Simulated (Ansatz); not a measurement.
input.yaml (Ansatz)

```yaml
crystal:
  lattice:
    - [0.0, 3.1450534959, 3.1450534959]
    - [3.1450534959, 0.0, 3.1450534959]
    - [3.1450534959, 3.1450534959, 0.0]
  atoms:
    - { symbol: Se, position: [0.125, 0.125, 0.125] }
    - { symbol: Se, position: [0.875, 0.875, 0.875] }
hamiltonian:
  xc: r2scan
  pseudopotentials:
    kind: paw_fr
    azcp:
      Se: "pseudopotentials/Se.paw.azcp"
basis:
  ecutwfc: 500
  fft_grid_basis: typed
kpoints:
  mp_grid: { grid: [9, 9, 9], shift: [0, 0, 0] }
magnetization:
  noncollinear: true
  spin_orbit: true
scf:
  occupations: { method: fermi_dirac, width: 0.1 }
```

Terminal output

```
Engine: ansatz 0.2.0, x86_64-unknown-linux-gnu
Pseudopotentials: kind: paw_fr
Pseudopotential: Se, paw_fr, valence charge 16, recommended cutoff 500 eV (meta_gga) 
Functional definition: r2SCAN
  parameter k0 = 0.174
  parameter k1 = 0.065
  parameter a1 = 4.9479
  exchange = r2scan_x(k0 = k0, k1 = k1, a1 = a1)
  correlation = r2scan_c
non-collinear run that drives no moment, with spin-orbit: no starting moment large enough to seed its density (crystal.atoms[].spin), no starting occupations that ask for one, no magnetisation constraint and no magnetic field, so the semilocal B_xc is pinned to zero
Crystal: 2 atoms, lattice volume = 62.218 Å³
Basis set: ecut = 500 eV, 1591 PW (Γ), exchange–correlation on 144×144×144 points (64 copies of the dense FFT grid, shifted against one another)
Bands: 40, of which v1, the nominal top of the filled ones, is band 32 counted from 1 (31 counted from 0)
Symmetry: 48 space group operations + 48 with time reversal
Magnetic group: BNS 227.129 (UNI 1631), of the structure as read, at distance tolerance 4.0e-5 Å
k-points: 35 of 729
Projection manifold: j_resolved (fully-relativistic pseudo-atomic orbitals)
Non-local potential: Se, projectors of the file, l = 0: 2, l = 1: 4, l = 2: 6, l = 3: 2
PAW form: soft (Blöchl's): semilocal exchange-correlation on the pseudo side does not see the compensation charge
PAW frozen core: Se, regenerated for the run's functional (the file was generated under x = pbe(κ = 0.804, μ = 0.2195149727645171), c = pbe(β = 0.06672455060314922))
PAW one-centre angular grid: Se, 590 points (default); XC on 265 of its mesh's 2701 points in the sphere
Initial density: superposition of atomic densities (chi_scale 0.1, normalization cell)
Initial wavefunctions: pseudopotential atomic-orbital guess
Functional: x = r2scan, c = r2scan; τ floored in thin density (d = 2e-4 eV/Å³)
iter 1 solved again at ethr=1.03e-4 eV; its pass at ethr=3.10e-3 eV (dr2=3.30e-2 eV) is discarded
SCF iter   1: F=—  HF=-10948.383229 eV  |F-HF|=—  |Δ(HF+E_count)|=         —  Δρ=8.04e-3  dr2=3.33e-2  dr2_τ=2.57e-4  dr2_m=0.00e0 (ungated)  ethr=1.03e-4  |M|=0.00e0 ∫|m|=0.00e0 μB  |m|>n=0.0e0 m-floor=0.0e0 τ_xc=0.0e0  β_m=0.30  ⟨swp⟩=1.0  Hψ=4352  notcnv=0
SCF iter   2: F=—  HF=-10948.385662 eV  |F-HF|=—  |Δ(HF+E_count)|=   2.43e-3  Δρ=6.54e-3  dr2=2.27e-2  dr2_τ=3.91e-5  dr2_m=0.00e0 (ungated)  ethr=1.03e-4  |M|=0.00e0 ∫|m|=0.00e0 μB  |m|>n=0.0e0 m-floor=0.0e0 τ_xc=0.0e0  β_m=0.65  ⟨swp⟩=1.0  Hψ=700  notcnv=0
SCF iter   3: F=—  HF=-10948.388078 eV  |F-HF|=—  |Δ(HF+E_count)|=   2.42e-3  Δρ=9.14e-4  dr2=4.57e-4  dr2_τ=3.32e-6  dr2_m=0.00e0 (ungated)  ethr=7.09e-5  |M|=0.00e0 ∫|m|=0.00e0 μB  |m|>n=0.0e0 m-floor=0.0e0 τ_xc=0.0e0  β_m=0.67  ⟨swp⟩=1.8  Hψ=798  notcnv=0
SCF iter   4: F=—  HF=-10948.388196 eV  |F-HF|=—  |Δ(HF+E_count)|=   1.19e-4  Δρ=2.05e-4  dr2=1.16e-5  dr2_τ=1.18e-7  dr2_m=0.00e0 (ungated)  ethr=1.43e-6  |M|=0.00e0 ∫|m|=0.00e0 μB  |m|>n=0.0e0 m-floor=0.0e0 τ_xc=0.0e0  β_m=0.80  ⟨swp⟩=2.0  Hψ=1271  notcnv=0
SCF iter   5: F=—  HF=-10948.388222 eV  |F-HF|=—  |Δ(HF+E_count)|=   2.60e-5  Δρ=2.80e-5  dr2=7.19e-7  dr2_τ=9.51e-9  dr2_m=0.00e0 (ungated)  ethr=3.61e-8  |M|=0.00e0 ∫|m|=0.00e0 μB  |m|>n=0.0e0 m-floor=0.0e0 τ_xc=0.0e0  β_m=0.76  ⟨swp⟩=2.0  Hψ=1277  notcnv=0
SCF iter   6: F=-10948.388223 eV  HF=-10948.388223 eV  |F-HF|=3.86e-10  |Δ(HF+E_count)|=   1.25e-7  Δρ=4.51e-6  dr2=1.14e-8  dr2_τ=7.39e-11  dr2_m=0.00e0 (ungated)  ethr=3.13e-10  |M|=0.00e0 ∫|m|=0.00e0 μB  |m|>n=0.0e0 m-floor=0.0e0 τ_xc=0.0e0  ⟨swp⟩=3.0  Hψ=1979  notcnv=0
SCF 1 converged in 6 iterations: F = -10948.388223 eV  dr2 = 1.14e-8
SCF converged after 6 iterations
Magnetization: |M| = 0.0000 μB,  M = (+0.0000, +0.0000, +0.0000) μB
Absolute magnetization: 0.0000 μB (∫|m|)
  site 0: m = (+0.0000, +0.0000, +0.0000) μB, |m| = 0.0000 μB  (R = 1.12 Å)
  site 1: m = (+0.0000, +0.0000, +0.0000) μB, |m| = 0.0000 μB  (R = 1.12 Å)
Free energy (F): -10948.388223 eV
Harris-Foulkes:  -10948.388223 eV  (|F-HF|=3.86e-10)
Internal energy: -10948.331455 eV  (E = F + TS)
E sigma→0 (E₀):  -10948.359839 eV
Entropy (-TS):   -0.056768 eV (-28.384 meV/atom)
Fermi energy:    5.681745 eV
--- Per-component energies (eV) ---
  E_band       = -889.303122
  E_kinetic    = 232.066486
  E_local      = -5440.975085  (includes V_loc(G=0)·N_el)
  E_nonlocal   = -1187.165553
  E_hartree    = 2646.969603
  E_xc         = -193.320408
  E_vxc        = -208.098045  (∫ρ·V_xc dr)
  E_paw        = -3845.484413  (= ΣΔE_a)
  E_vpaw       = 409.978296  (= ΣTr[D̂ρ^β])
  E_aug_tail   = -0.000418  (compensation charges beyond the density's cutoff)
  E_vtau       = 10.958338  (kinetic-family band-sum trace: ∫τ·v_τ [+ j·A + Jᵃ·Aᵃ] dr)
  E_ewald      = -3156.926177
  E_core_change = -3.495490  (= ΣΔE_core)
  E_smearing   = -0.056768  (= −TS)
  E_closure    = -0.000000  (closes the sum)
  Σ components = -10948.388223   (vs F -10948.388223, Δ=0.00e0)
```

Command:

```sh
ansatz run input.yaml --threads 1 --pin off --max-ram 3584MiB --backend cpu --events-out ev --progress --plain --runs-dir out
```

On 1 thread of Intel(R) Xeon(R) Platinum 8259CL CPU @ 2.50GHz (Skylake/Cascade Lake) (shared host) this took about 26 s of wall time and 26 s of CPU time.
